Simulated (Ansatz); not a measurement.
BeS:
```
CELL_PARAMETERS angstrom
      3.42332     0.00000     0.00000
     -1.71166     2.96468     0.00000
      0.00000     0.00000     7.74601
ATOMIC_POSITIONS crystal
  Be 0.00000 0.50000 0.33333
  Be 0.50000 0.50000 0.66667
  Be 0.50000 0.00000 0.00000
  S  0.00000 0.50000 0.83333
  S  0.50000 0.50000 0.16667
  S  0.50000 0.00000 0.50000
```

Relaxed with PBEsol. Independent-particle spectrum: no excitons, no local fields, no scissors shift; 0.1 eV broadening; ε₁ of the summed bands alone.

Problem. Tabulate the dielectric function from plane-wave PAW PBEsol (Ansatz code).

Solution. 

```tsv
E (eV)	ε₁ xx	ε₂ xx	ε₁ zz	ε₂ zz
0.0	7.47	0.00	8.04	0.00
0.5	7.51	0.00	8.09	0.00
1.0	7.64	0.00	8.24	0.00
1.5	7.87	0.00	8.50	0.00
2.0	8.23	0.00	8.90	0.00
2.5	8.77	0.00	9.51	0.00
3.0	9.59	0.00	10.42	0.00
3.5	10.96	0.00	11.88	0.00
4.0	14.04	0.36	14.78	0.01
4.5	15.17	5.92	19.86	3.73
5.0	17.20	8.89	23.15	16.13
5.5	17.45	18.01	17.94	28.55
6.0	2.64	22.61	-2.91	22.09
6.5	-2.65	15.05	-2.64	15.77
7.0	-3.08	11.57	-7.58	12.37
7.5	-3.99	9.51	-7.00	8.66
8.0	-3.41	7.33	-5.42	5.63
8.5	-3.52	6.38	-4.53	5.03
9.0	-3.23	5.34	-4.16	3.54
9.5	-2.95	4.47	-2.79	3.51
10.0	-3.10	4.02	-2.47	3.42
10.5	-3.07	3.30	-2.93	2.89
11.0	-2.66	2.66	-2.15	2.23
11.5	-2.41	2.43	-2.03	2.29
12.0	-2.34	1.93	-2.17	1.97
```

Problem. From ε at 4.0 eV (xx: 14.04 + 0.36i), find n, k, the normal reflectivity and the absorption coefficient.

Solution. n = 3.75, k = 0.048, R = 34 %, α = 2kE/ħc = 19000 cm⁻¹.

With all bands, ε∞ without local fields is 7.50 (xx = yy), 8.07 (zz). DFPT, with local fields, gives 6.88 (xx = yy), 7.50 (zz).

Space group P6_422. The start of the workflow was typed in or built on a structure type; neither database checked (COD, Materials Project) lists it. COD files the formula under space group No. 216. Whether it is the stable phase at ambient conditions was not checked. The PBEsol relaxation kept the symmetry of its start; whether a distortion lowers the energy is not shown.

Potentials: the earlier of the program's two PAW sets. The files were generated under PBE; for other functionals the program regenerates the frozen cores, and for LDA and PBEsol the local potential too.
